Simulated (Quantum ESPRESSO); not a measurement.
Simulation results for Al$_{2}$ZnClF$_{7}$ (made-up cell, one site empty)

Calculation on a made-up crystal cell, not a measurement, with one named mistake planted (healthy values lack it): periodic Kohn-Sham density functional theory in plane waves with PseudoDojo standard norm-conserving scalar-relativistic pseudopotentials, each functional with its own files (v0.5 for PBE, v0.4.1 for LDA and PBEsol), no spin polarisation, no spin-orbit coupling, atoms not relaxed, stress positive in tension, energies less a fixed whole-eV offset for each atom's element; levels are Kohn-Sham levels at fractions of this cell's reciprocal vectors, counted from the reference band (half the neutral cell's valence electrons, rounded up) at Gamma; error bars cover cutoff and k-mesh only, not smearing or the files; each bar is the largest change over components, and at least 0.002 eV, 0.002 eV per angstrom or 0.02 GPa; a charged cell sits in a uniform background, with energy and stress on this program's zero of potential; no dispersion term; energies are for the whole cell, and the offsets were chosen from early runs and are not element reference energies; a distance is the largest change of any value in units of its error bar (the energy's for the smearing term), a scale change is of lengths, and a coarse mesh keeps the half-step shift; machines and their load varied, so run times do not measure scaling. Program: Quantum ESPRESSO 7.5.

```cif
# cell vector a (Å): 4.8825 0.0000 0.0000
# cell vector b (Å): 0.0000 4.8825 0.0000
# cell vector c (Å): 0.0000 0.0000 6.4912
data_Al2ZnClF7
_symmetry_space_group_name_H-M 'P 1'
_symmetry_Int_Tables_number 1
_cell_length_a 4.8825
_cell_length_b 4.8825
_cell_length_c 6.4912
_cell_angle_alpha 90.000
_cell_angle_beta 90.000
_cell_angle_gamma 90.000
_cell_volume 154.74
loop_
_atom_site_label
_atom_site_type_symbol
_atom_site_fract_x
_atom_site_fract_y
_atom_site_fract_z
_atom_site_occupancy
Al1 Al 0.00471 0.01466 0.99908 1
Al2 Al 0.98286 0.00944 0.51567 1
Zn1 Zn 0.50321 0.51019 0.74969 1
F1 F 0.30448 0.30855 0.98946 1
F2 F 0.70114 0.69161 0.99063 1
F3 F 0.80604 0.19068 0.24948 1
F4 F 0.19554 0.82366 0.25743 1
Cl1 Cl 0.29821 0.31455 0.51457 1
F5 F 0.71414 0.67853 0.52331 1
F6 F 0.80123 0.18439 0.75704 1
F7 F 0.20840 0.80264 0.74487 1
_calc_lattice_type 'rutile, doubled along c'
_calc_empty_site 2
_calc_intended_functional 'pbe'
_calc_intended_cutoff 1143  # eV
_calc_intended_fermi_dirac_smearing 0.025  # eV
_calc_intended_scf_tolerance 1e-07  # eV
_calc_intended_electrons_removed 0
_calc_healthy_free_energy_less_offsets 34.99  # eV
_calc_healthy_scf_iterations 11
_calc_healthy_smearing_term_minus_ts 0  # eV
_calc_healthy_pressure -9.71  # GPa
_calc_healthy_stress_xx 7.85  # GPa
_calc_healthy_stress_yy 8.16  # GPa
_calc_healthy_stress_zz 13.12  # GPa
_calc_healthy_stress_yz -1.92  # GPa
_calc_healthy_stress_xz -1.66  # GPa
_calc_healthy_stress_xy 2.32  # GPa
_calc_healthy_reference_band 41
_calc_fault_kind 'wrong charge'
_calc_fault_electrons_removed 1
_calc_faulty_run_command 'mpirun -np 4 pw.x -nk 4 -in in'
_calc_faulty_run_processor 'Intel Xeon, 2023 or later, virtual cores'
_calc_intended_k_mesh '5 x 5 x 4, shifted by half a step'
_calc_structure_shown 'as intended, without the mistake'
_calc_faulty_stress_xz ?
```

Atoms:
| atoms element | atom site | atom energy offset (eV) |
| --- | --- | --- |
| Al | 1 | -64 |
| Al | 3 | -64 |
| Zn | 4 | -5687 |
| F | 5 | -677 |
| F | 6 | -677 |
| F | 7 | -677 |
| F | 8 | -677 |
| Cl | 9 | -449 |
| F | 10 | -677 |
| F | 11 | -677 |
| F | 12 | -677 |

Healthy forces:
| site | x (eV/Å) | y (eV/Å) | z (eV/Å) |
| --- | --- | --- | --- |
| 1 | 0.276 | -0.127 | 2.28 |
| 3 | -1.115 | -2.22 | -1.984 |
| 4 | 1.188 | 1.064 | 2.904 |
| 5 | -2.038 | -1.994 | -0.172 |
| 6 | 1.67 | 1.711 | -0.653 |
| 7 | 1.497 | -1.669 | -0.157 |
| 8 | -1.866 | 1.493 | -0.465 |
| 9 | -1.065 | -1.145 | -2.662 |
| 10 | 2.042 | 2.522 | 0.009 |
| 11 | 1.573 | -1.693 | 0.288 |
| 12 | -2.161 | 2.058 | 0.613 |

Healthy levels:
| level k point | next band up (eV) |
| --- | --- |
| Gamma | 3.376 |
| (1/2,1/2,1/2) | 5.269 |
| (0.15,0,0) | 3.622 |
| (0,0.15,0) | 3.623 |
| (0,0,0.15) | 3.532 |

**Q.** Give the missing faulty stress xz for Al$_{2}$ZnClF$_{7}$ (made-up cell, one site empty).
**A.** -1.884 GPa

Further results for Al$_{2}$ZnClF$_{7}$ (made-up cell, one site empty):

```
faulty free energy less offsets                            : 33.4 eV
faulty scf iterations                                      : 16
faulty smearing term minus ts                              : -0.02618 eV
faulty pressure                                            : -21.12 GPa
faulty stress xx                                           : 18.35 GPa
faulty stress yy                                           : 18.96 GPa
faulty stress zz                                           : 26.06 GPa
faulty stress yz                                           : -1.965 GPa
faulty stress xy                                           : 0.8996 GPa
faulty reference band                                      : 41
other mistakes compared                                    : 7
distance from healthy                                      : 647.2 error bars
distance from nearest other mistake                        : 619.8 error bars
healthy error bar energy                                   : 0.002877 eV
healthy error bar stress                                   : 0.02 GPa
healthy error bar force                                    : 0.002 eV/Å
healthy error bar next band up                             : 0.002 eV
faulty wall time of scf and band steps on a shared machine : 170.1 s
```

Faulty forces:
| site | x (eV/Å) | y (eV/Å) | z (eV/Å) |
| --- | --- | --- | --- |
| 1 | -0.0318 | -0.1699 | 1.948 |
| 3 | -1.698 | -2.505 | -1.653 |
| 4 | 1.447 | 1.316 | 3.214 |
| 5 | -1.525 | -1.498 | -0.5519 |
| 6 | 1.271 | 1.3 | -0.8458 |
| 7 | 1.569 | -1.578 | -0.005607 |
| 8 | -1.611 | 1.488 | -0.2216 |
| 9 | -0.5588 | -0.6722 | -2.784 |
| 10 | 1.551 | 1.97 | 0.247 |
| 11 | 1.535 | -1.548 | 0.1805 |
| 12 | -1.948 | 1.898 | 0.4725 |

Faulty levels:
| level k point | next band up (eV) |
| --- | --- |
| Gamma | 4.087 |
| (1/2,1/2,1/2) | 6.02 |
| (0.15,0,0) | 4.326 |
| (0,0.15,0) | 4.328 |
| (0,0,0.15) | 4.236 |
